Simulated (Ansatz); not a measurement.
Input:

LiF:
```cif
data_FLi
_chemical_formula_sum 'Li1 F1'
_space_group_name_H-M_alt 'P 1'
_space_group_IT_number 1
_cell_length_a 2.46598
_cell_length_b 2.46598
_cell_length_c 2.46598
_cell_angle_alpha 90.000
_cell_angle_beta 90.000
_cell_angle_gamma 90.000
loop_
_space_group_symop_operation_xyz
  'x, y, z'
loop_
_atom_site_label
_atom_site_type_symbol
_atom_site_fract_x
_atom_site_fract_y
_atom_site_fract_z
_atom_site_occupancy
Li1 Li 0.00000 0.00000 0.00000 1
F1 F 0.50000 0.50000 0.50000 1
```

This is the LDA-relaxed structure.

Q: All from LDA (plane waves, PAW; program Ansatz), unless another level is named. Predict the Born charges (a third of the trace).

A: Li +1.10, F -1.10 e.

Q: Next, the electronic dielectric constant ε∞ (DFPT)?

A: 2.20.

Space group Pm-3m (CsCl type). The workflow started from a Materials Project entry (that database holds measured and hypothetical structures alike); the Crystallography Open Database copy checked does not list it. It is not the phase usual at ambient conditions (space group No. 225). The cell was relaxed with LDA under the symmetry of its start. At this level the phase is dynamically unstable (imaginary phonons).

Potentials: the later of the program's two PAW sets.
